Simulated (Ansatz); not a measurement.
The elements of this relaxed trial crystal are hidden behind letters.

```
lattice vectors (Å)
   0.0000    3.5481    3.5481
   3.5481    0.0000    3.5481
   3.5481    3.5481    0.0000
fractional positions
X 0.3750 0.8751 0.3750
X 0.3750 0.3750 0.8751
X 0.3750 0.3750 0.3750
X 0.8751 0.3750 0.3750
X 0.7500 0.7500 0.7500
Z 0.0000 0.0000 0.0000
```

These are results of DFT PBE, scalar-relativistic, plane waves, PAW (Ansatz 0.2.0), not measurements. The final run on the 6-atom cell used 420 eV, a Γ-centred 10×10×10 mesh, 0.10 eV smearing and collinear spin.

- Space group: F-43m (No. 216)
- Conventional cell: a = 7.096 Å
- Volume per atom: 14.89 Å³
- Density: 6.37 g/cm³
- Energy over the elements: +0.24 eV/atom
- Gap on the 10×10×10 mesh of the 6-atom cell: 0 eV (a metal)
- Net moment per atom: 0.00 μB

Energies are uncorrected and count from the elements' standard states at the same level.

Problem. X is a d-block element of period 4 and Z is a p-block element of period 2. Which elements are they?

Solution. X = Zn, Z = O, so the formula is Zn5O. Density times volume gives a mean mass of 6.37 × 14.89/1.6605 = 57.1 u per atom, and this set has 57.1 u. Among the elements that the hints allow, noble gases aside, only these give it. Zn on a site of symmetry 3m has 6 Zn at 2.51 Å, 3 O at 2.94 Å and 3 Zn at 2.94 Å; Zn on a site of symmetry -43m has 12 Zn at 2.94 Å and 4 O at 3.07 Å; O is surrounded by 16 Zn at 2.94–3.07 Å (long against covalent radii, as for large ions).

A structure relaxed within its symmetry needn't be a true minimum. Another cell of Zn5O relaxed alike but without spin, in P-6m2, lies 0.53 eV/atom lower, so this cell isn't the stable form at this level.
